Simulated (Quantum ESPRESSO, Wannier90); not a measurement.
## Wannierisation of TlBr (CsCl type)

```xyz
2
Lattice="3.9999 0.0000 0.0000 0.0000 3.9999 0.0000 0.0000 0.0000 3.9999" Properties=species:S:1:pos:R:3 pbc="T T T"
Tl     0.0000     0.0000     0.0000
Br     2.0000     2.0000     2.0000
```

Cell from Materials Project (mp-22875), symmetrised, no further relaxation. COD (Crystallography Open Database) has an entry of this formula and space group (matched by these alone). Method: PBEsol plane waves in Quantum ESPRESSO 7.5 (PseudoDojo norm-conserving files, 50 Ry, spinors with spin-orbit coupling), Bloch states on a 6×6×6 mesh through Γ, Wannier90 4.0.1. Density: 8×8×8 mesh, cold smearing 0.01 Ry.

Valence charges of the files: Tl 13, Br 7. 40 bands were computed.

Isolated groups of bands, relative to the valence-band maximum (bands from 21 on overlap up to the last one computed):

| bands | from (eV) | to (eV) | filling | weight on atomic waves |
|---|---|---|---|---|
| 1–2 | -13.73 | -13.21 | filled | Br 4s 90 %, Tl 6p 8 % |
| 3–6 | -11.24 | -11.15 | filled | Tl 5d 100 % |
| 7–12 | -9.13 | -8.94 | filled | Tl 5d 99 % |
| 13–20 | -5.51 | 0.00 | filled | Br 4p 66 %, Tl 6s 23 %, Tl 6p 9 % |

Wanted is a model with the orbitals Tl s p, Br s p, without the filled groups that are mainly made of other shells (semicore states, and anion s where it isn't named); all higher bands stay in for disentanglement.

Give num_wann, exclude_bands and num_bands, and the number of electrons that the model holds.

Electrons: 1×13 + 1×7 = 20, which fill 20 bands.
num_wann = 2 × (1×4 + 1×4) = 16.
exclude_bands = 3-12, 10 bands, so num_bands = 40 − 10 = 30.
The model holds 20 − 1×10 = 10 electrons. With the window frozen to 2.71 eV it follows pw.x to 6.3 meV rms (states up to 2.2 eV relative to the valence-band maximum).
